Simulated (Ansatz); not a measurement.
TiSi₂:
```cif
data_Si8Ti4
_chemical_formula_sum 'Ti4 Si8'
_space_group_name_H-M_alt 'Cmcm'
_space_group_IT_number 63
_space_group_name_Hall '-C 2c 2'
_cell_length_a 3.51512
_cell_length_b 13.34448
_cell_length_c 3.55700
_cell_angle_alpha 90.000
_cell_angle_beta 90.000
_cell_angle_gamma 90.000
loop_
_atom_site_label
_atom_site_type_symbol
_atom_site_symmetry_multiplicity
_atom_site_Wyckoff_symbol
_atom_site_fract_x
_atom_site_fract_y
_atom_site_fract_z
_atom_site_occupancy
Ti1 Ti 4 c 0.00000 0.10245 0.75000 1
Si1 Si 4 c 0.00000 0.56007 0.25000 1
Si2 Si 4 c 0.00000 0.24964 0.25000 1
```
(The calculation used a cell of 6 atoms; values per cell refer to that cell.)

Relaxed with PBEsol.

Question: Which orbitals make up the states near the Fermi level in the program Ansatz at the PBEsol level (PAW)?

Answer: Within 0.5 eV of the Fermi level: Ti 3d 71 %, Si 3p 21 %. Projections are on Löwdin-orthogonalised atomic valence shells; empty p or d shells of many metals are not among them.

Question: Tabulate the density of states.

Answer: States/eV per cell of 6 atoms, in 0.25 eV bins, energy from the Fermi level.

```csv
E (eV),total,Ti 3d,Si 3p,Si 3s
-7.85,1.62,0.19,0.60,0.77
-7.60,1.51,0.19,0.49,0.79
-7.35,1.11,0.15,0.37,0.56
-7.10,0.98,0.14,0.32,0.49
-6.85,1.22,0.16,0.44,0.55
-6.60,1.41,0.18,0.57,0.55
-6.35,1.49,0.18,0.78,0.41
-6.10,1.28,0.16,0.77,0.28
-5.85,1.32,0.16,0.85,0.23
-5.60,1.66,0.21,1.08,0.26
-5.35,2.12,0.28,1.33,0.35
-5.10,2.27,0.31,1.44,0.36
-4.85,1.90,0.29,1.22,0.26
-4.60,1.93,0.32,1.24,0.25
-4.35,2.21,0.38,1.44,0.25
-4.10,2.58,0.47,1.69,0.27
-3.85,2.89,0.54,1.93,0.26
-3.60,3.22,0.69,2.14,0.24
-3.35,3.55,0.89,2.30,0.21
-3.10,3.91,1.08,2.45,0.21
-2.85,4.09,1.35,2.37,0.20
-2.60,4.50,1.81,2.33,0.17
-2.35,4.21,1.90,2.03,0.13
-2.10,3.69,1.83,1.63,0.10
-1.85,3.30,1.75,1.31,0.11
-1.60,3.34,1.87,1.19,0.14
-1.35,3.00,1.68,1.03,0.14
-1.10,2.45,1.49,0.74,0.09
-0.85,2.09,1.36,0.56,0.07
-0.60,1.48,0.99,0.37,0.04
-0.35,1.32,0.92,0.30,0.03
-0.10,1.62,1.14,0.35,0.04
0.15,1.53,1.13,0.28,0.03
0.40,2.36,1.64,0.49,0.09
0.65,3.66,2.39,0.84,0.19
0.90,3.55,2.26,0.77,0.26
1.15,4.43,2.73,0.94,0.40
1.40,5.03,3.26,0.97,0.38
1.65,7.28,5.26,1.06,0.38
1.90,5.47,3.96,0.77,0.34
2.15,3.84,2.17,0.80,0.48
2.40,5.47,3.13,0.99,0.72
2.65,5.96,3.33,1.07,0.79
2.90,5.16,2.67,1.09,0.65
3.15,5.26,2.46,1.31,0.59
3.40,4.90,2.15,1.37,0.53
3.65,3.94,1.67,1.12,0.41
3.90,4.13,1.49,1.35,0.37
```

The cell was relaxed with PBEsol under the symmetry of its start. No spin polarisation was allowed.

Potentials: the earlier of the program's two PAW sets. The files were generated under PBE; for other functionals the program regenerates the frozen cores, and for LDA and PBEsol the local potential too.
